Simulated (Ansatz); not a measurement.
Space group R3m:H (No. 160). a = 3.240 Å, b = 3.240 Å, c = 24.827 Å, α = 90.00°, β = 90.00°, γ = 120.00°
| atom | site | symmetry | x | y | z |
| --- | --- | --- | --- | --- | --- |
| Mg | 3a | 3m | 0.0000 | 0.0000 | 0.2174 |
| Sc | 3a | 3m | 0.0000 | 0.0000 | 0.0047 |
| Al | 3a | 3m | 0.6667 | 0.3333 | 0.1200 |
| O | 3a | 3m | 0.0000 | 0.0000 | 0.1206 |
| O | 3a | 3m | 0.6667 | 0.3333 | 0.1952 |
| O | 3a | 3m | 0.0000 | 0.0000 | 0.2971 |
| O | 3a | 3m | 0.6667 | 0.3333 | 0.0453 |

Equation of state of this MgScAlO₄ structure (not necessarily the ground state), with shape and atoms relaxed at each volume where symmetry leaves them free. The calculation used DFT PBEsol, scalar-relativistic, plane waves, PAW (Ansatz).

Settings: cutoff 420 eV, Γ-centred mesh 12×12×12 on the computed 7-atom cell, Gaussian smearing of 0.02 eV; no spin polarisation.

```
V (Å³/atom) E − E(largest V) (meV/atom) P (GPa) gap on mesh (eV)
     10.100                         4.25    12.13              4.67
     10.423                       -13.42     5.60              4.47
     10.745                       -18.90    -0.01              4.26
     11.067                       -13.94    -4.82              4.07
     11.390                         0.00    -8.94              3.88
```

Question: Fit a third-order Birch–Murnaghan equation to E(V).

Answer: V0 = 10.74 Å³/atom, B0 = 173 GPa, B0' = 4.1.

Cost: 5 runs of about 7.3 core-minutes in all, on AMD EPYC 9R45 (Zen 5) (shared hosts).